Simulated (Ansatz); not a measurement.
## Property card for Ba

Ba:
```cif
data_Ba
_chemical_formula_sum 'Ba1'
_space_group_name_H-M_alt 'P 1'
_space_group_IT_number 1
_cell_length_a 4.22894
_cell_length_b 4.22894
_cell_length_c 4.22894
_cell_angle_alpha 60.000
_cell_angle_beta 60.000
_cell_angle_gamma 60.000
loop_
_space_group_symop_operation_xyz
  'x, y, z'
loop_
_atom_site_label
_atom_site_type_symbol
_atom_site_fract_x
_atom_site_fract_y
_atom_site_fract_z
_atom_site_occupancy
Ba1 Ba 0.00000 0.00000 0.00000 1
```

Space group Fm-3m (No. 225), fcc (Cu type); conventional cell a = b = c = 5.9806 Å, α = β = γ = 90.00°.

Method: LDA in the plane-wave PAW code Ansatz. Geometry: relaxed at this level of theory. Other levels are named where they apply.

Cell and energy:

Volume per atom: 53.48 Å³
Density: 4.26 g/cm³

Electronic structure:

Electronic character: metallic (no gap)
Density of states at the Fermi level: 1.7 states/eV per atom (mean over ±0.08 eV)

Mechanics:

- Bulk modulus (Birch–Murnaghan fit): 94 kbar
- Pressure derivative B′: 3.5
- Elastic constants (relaxed ions, GPa): C11 = 11.8, C12 = 7.8, C44 = 11.3
- Mechanical stability: stable (all eigenvalues of C positive)
- Hill bulk and shear moduli: 9.1 and 5.8 GPa
- Young's modulus: 14.3 GPa
- Poisson's ratio: 0.24
- Debye temperature from the elastic constants: 102 K

The workflow started from a Materials Project entry (that database holds measured and hypothetical structures alike); the Crystallography Open Database copy checked does not list it. It is not the phase usual at ambient conditions (space group No. 229). The cell was relaxed with LDA under the symmetry of its start; whether a distortion lowers the energy is not shown. As this level gives no gap, shear constants depend on the k-mesh and smearing (Fermi–Dirac, 0.1 eV here). Scalar-relativistic: spin–orbit coupling is off unless named, which matters more the heavier the elements.

Potentials: the later of the program's two PAW sets.
